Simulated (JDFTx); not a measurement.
An input for JDFTx (a modified build) (HfB2(1 0 -1 0), linear PCM (GLSSA13), water, 0.5 M NaF; bohr, hartree) and the course of its log:

```
lattice \
  5.9199068581 0.0000000000 0.0000000000 \
  0.0000000000 6.5747540301 0.0000000000 \
  0.0000000000 0.0000000000 40.4401390670
coords-type Lattice
ion B 0.2229876270 0.5000000000 -0.0850809428 0
ion B 0.7229876270 0.5000000000 -0.0422582600 0
ion B 0.7229876270 0.5000000000 0.0422582600 0
ion B 0.2229876270 0.5000000000 0.0850809428 0
ion Hf 0.7229876270 0.0000000000 -0.1240357930 0
ion Hf 0.2229876270 0.0000000000 0.0000000000 0
ion Hf 0.7229876270 0.0000000000 0.1240357930 0
ion-species pseudo/b_pbe_v1.4.upf
ion-species pseudo/hf_pbe_v1.upf
elec-cutoff 20 100
elec-ex-corr gga-PBE
coulomb-interaction Slab 001
coulomb-truncation-embed 0 0 0
kpoint-folding 8 6 1
elec-smearing Fermi 0.01
elec-n-bands 36
target-mu -0.120905
electronic-scf nIterations 100 energyDiffThreshold 1e-07
fluid LinearPCM
pcm-variant GLSSA13
fluid-solvent H2O
fluid-cation Na+ 0.5
fluid-anion F- 0.5
fluid-minimize nIterations 400 knormThreshold 1e-12
wavefunction read f0.wfns
elec-initial-eigenvals f0.eigenvals
elec-initial-fillings read f0.fillings
fluid-initial-state f0.fluidState
dump-name f0_u2.$VAR
dump End State Ecomponents EigStats BandEigs Forces ElecDensity IonicPositions Fillings Kpoints Dtot FluidDebug BoundCharge FluidDensity
```

```
[one cycle in 5 is shown, and the last three; fluid-solver lines are left out]
	FillingsUpdate:  mu: -0.120905000  nElectrons: 47.623167
SCF: Cycle:  0   G: -155.084647496219560   dG: +2.840e-02   |Residual|: 1.580e-02   |deigs|: 2.813e-05
	FillingsUpdate:  mu: -0.120905000  nElectrons: 47.881037
SCF: Cycle:  5   G: -155.110797118064966   dG: +7.013e-04   |Residual|: 4.893e-03   |deigs|: 2.341e-03
	FillingsUpdate:  mu: -0.120905000  nElectrons: 47.910508
SCF: Cycle: 10   G: -155.111369326206386   dG: +8.298e-06   |Residual|: 4.115e-03   |deigs|: 1.361e-05
	FillingsUpdate:  mu: -0.120905000  nElectrons: 47.890145
SCF: Cycle: 15   G: -155.106488778143074   dG: +5.739e-03   |Residual|: 7.339e-03   |deigs|: 1.911e-03
	FillingsUpdate:  mu: -0.120905000  nElectrons: 47.466303
SCF: Cycle: 20   G: -155.021770178397361   dG: +8.560e-02   |Residual|: 2.802e-02   |deigs|: 6.930e-03
	FillingsUpdate:  mu: -0.120905000  nElectrons: 47.715168
SCF: Cycle: 25   G: -155.103344699730485   dG: +3.592e-04   |Residual|: 1.019e-02   |deigs|: 1.774e-04
	FillingsUpdate:  mu: -0.120905000  nElectrons: 47.785219
SCF: Cycle: 30   G: -155.105186400893615   dG: +2.435e-04   |Residual|: 8.517e-03   |deigs|: 6.122e-04
	FillingsUpdate:  mu: -0.120905000  nElectrons: 46.982275
SCF: Cycle: 35   G: -154.989551998154582   dG: -6.336e-02   |Residual|: 3.839e-02   |deigs|: 3.931e-03
	FillingsUpdate:  mu: -0.120905000  nElectrons: 47.116545
SCF: Cycle: 40   G: -155.022288447071617   dG: +4.724e-03   |Residual|: 3.284e-02   |deigs|: 6.720e-04
	FillingsUpdate:  mu: -0.120905000  nElectrons: 47.420708
SCF: Cycle: 45   G: -155.037296681161365   dG: +2.357e-02   |Residual|: 2.648e-02   |deigs|: 1.685e-03
	FillingsUpdate:  mu: -0.120905000  nElectrons: 47.457372
SCF: Cycle: 50   G: -155.079813220774724   dG: -3.438e-02   |Residual|: 1.959e-02   |deigs|: 2.964e-03
	FillingsUpdate:  mu: -0.120905000  nElectrons: 46.778423
SCF: Cycle: 55   G: -154.954858246699530   dG: -1.083e-02   |Residual|: 4.446e-02   |deigs|: 6.798e-03
	FillingsUpdate:  mu: -0.120905000  nElectrons: 45.834785
SCF: Cycle: 60   G: -154.427490033345890   dG: +2.663e-01   |Residual|: 8.404e-02   |deigs|: 7.015e-03
	FillingsUpdate:  mu: -0.120905000  nElectrons: 47.103853
SCF: Cycle: 65   G: -154.940831911536293   dG: -1.754e+00   |Residual|: 4.109e-02   |deigs|: 4.220e-02
	FillingsUpdate:  mu: -0.120905000  nElectrons: 43.322812
SCF: Cycle: 70   G: -150.062137309993602   dG: +1.364e+00   |Residual|: 1.995e-01   |deigs|: 3.201e-02
	FillingsUpdate:  mu: -0.120905000  nElectrons: 45.646617
SCF: Cycle: 75   G: -149.991920533490060   dG: -1.583e+00   |Residual|: 1.946e-01   |deigs|: 3.369e-02
	FillingsUpdate:  mu: -0.120905000  nElectrons: 46.563059
SCF: Cycle: 80   G: -154.963503586011484   dG: -1.526e-01   |Residual|: 4.399e-02   |deigs|: 6.087e-03
	FillingsUpdate:  mu: -0.120905000  nElectrons: 45.652405
SCF: Cycle: 85   G: -154.440317414107199   dG: -4.387e-01   |Residual|: 8.451e-02   |deigs|: 7.463e-03
	FillingsUpdate:  mu: -0.120905000  nElectrons: 44.573210
SCF: Cycle: 90   G: -153.400215835023232   dG: +9.528e-01   |Residual|: 1.264e-01   |deigs|: 1.218e-02
	FillingsUpdate:  mu: -0.120905000  nElectrons: 45.754120
SCF: Cycle: 95   G: -154.741400595200446   dG: -9.481e-02   |Residual|: 6.212e-02   |deigs|: 2.846e-03
	FillingsUpdate:  mu: -0.120905000  nElectrons: 45.093975
SCF: Cycle: 97   G: -154.138825345626657   dG: +3.175e-01   |Residual|: 9.415e-02   |deigs|: 4.799e-03
	FillingsUpdate:  mu: -0.120905000  nElectrons: 45.157313
SCF: Cycle: 98   G: -154.211645840681399   dG: -7.282e-02   |Residual|: 9.056e-02   |deigs|: 1.201e-03
	FillingsUpdate:  mu: -0.120905000  nElectrons: 44.929276
SCF: Cycle: 99   G: -153.954428802763459   dG: +2.572e-01   |Residual|: 1.015e-01   |deigs|: 3.521e-03
SCF: None of the convergence criteria satisfied after 100 iterations.
IonicMinimize: Iter:   0  G: -153.954428802763459  |grad|_K:  0.000e+00
IonicMinimize: Converged (|grad|_K<1.000000e-04).
```

This run gave no converged result. The electronic loop ended without meeting its threshold, so the last energy, electron count and forces aren't results.
